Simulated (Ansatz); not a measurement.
**NbInN₄, a known structure type with other elements, at an estimated volume**

```yaml
crystal:
  lattice:
    - [5.22745, 0.00000, 0.00000]
    - [0.00000, 5.86452, 0.00000]
    - [-0.09691, 0.00000, 4.91299]
  atoms:
    - { symbol: In, position: [0.25000, 0.31750, 0.50000] }
    - { symbol: In, position: [0.75000, 0.68250, 0.50000] }
    - { symbol: Nb, position: [0.25000, 0.82210, 0.00000] }
    - { symbol: Nb, position: [0.75000, 0.17790, 0.00000] }
    - { symbol: N, position: [0.90100, 0.38200, 0.26000] }
    - { symbol: N, position: [0.59900, 0.38200, 0.74000] }
    - { symbol: N, position: [0.09900, 0.61800, 0.74000] }
    - { symbol: N, position: [0.40100, 0.61800, 0.26000] }
    - { symbol: N, position: [0.43800, 0.10200, 0.21700] }
    - { symbol: N, position: [0.06200, 0.10200, 0.78300] }
    - { symbol: N, position: [0.56200, 0.89800, 0.78300] }
    - { symbol: N, position: [0.93800, 0.89800, 0.21700] }
```

Level: r2SCAN, no spin polarisation; 500 eV; 5×5×5 Γ-centred mesh; fermi-dirac occupations (width 0.1 eV); Ansatz 0.2.0, fixed geometry.

**Question.** Which atom feels the largest force, and which way?

**Answer.** The largest is on N5 (and as large on other atoms): 1.00 eV/Å, components (0.40, 0.51, 0.76). It makes 171° with the line to a nearest neighbour, Nb4 at 1.91 Å, pointing away from it.

**Question.** What do density and ELF say about some of the short contacts?

**Answer.** Nb–N at 1.91 Å: least valence density 1.12 e/Å³ and ELF 0.36 there. In–N at 2.13 Å: least valence density 0.59 e/Å³ and ELF 0.22 there. These are pseudo-fields; inside the PAW spheres they differ from the all-electron ones.

**Question.** What does the stress say?

**Answer.** The pressure is 8.9 GPa (compression positive), so with the atoms held at these fractions the cell would first expand; the forces are large, so a full relaxation may end otherwise. The principal stresses 6.9, 8.2, 11.7 GPa differ, so its shape would change too.

**Question.** Metal or insulator?

**Answer.** It is a metal, with about 12 states/eV a cell as the mean within 0.25 eV of the Fermi level, mostly N p (91 %).

Origin: a known structure type with other elements, at an estimated volume, so it need not be a known compound. Caveats: many states at the Fermi level without spin polarisation, so a magnetic state may lie lower.
